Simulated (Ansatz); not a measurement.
In the program Ansatz at the PBEsol level (PAW), SnRu$_{3}$C in the anti-perovskite structure (Pm-3m) relaxes to a = 4.047 Å. Sn has 12 nearest neighbours from 2.86 Å (cuboctahedral); C has 6 nearest neighbours from 2.02 Å (octahedral). Against the elements it lies at 0.020 eV/atom, with no fitted shifts.

Electronic character: metallic (no gap). Gap from PBEsol with spin–orbit coupling: none (metallic).

An equation-of-state fit gives a bulk modulus of 272 GPa. The relaxed-ion elastic constants in GPa are C11 = 523, C12 = 147, C44 = 126. The elastic constants imply a Debye temperature near 516 K. The highest mode at Γ lies at 485 cm⁻¹.

The start of the workflow was typed in or built on a structure type; neither database checked (COD, Materials Project) lists it. Whether it is the stable phase at ambient conditions was not checked. The cell was relaxed with PBEsol under the symmetry of its start; whether a distortion lowers the energy is not shown. No spin polarisation was allowed. As this level gives no gap, shear constants depend on the k-mesh and smearing (Fermi–Dirac, 0.1 eV here). As this level gives no gap, phonon frequencies hold no LO–TO term and depend on the k-mesh and smearing (Fermi–Dirac, 0.1 eV here). The references are the lowest solids computed at this level, not always the standard phases. Scalar-relativistic: spin–orbit coupling is off unless named, which matters more the heavier the elements.

Potentials: the later of the program's two PAW sets.
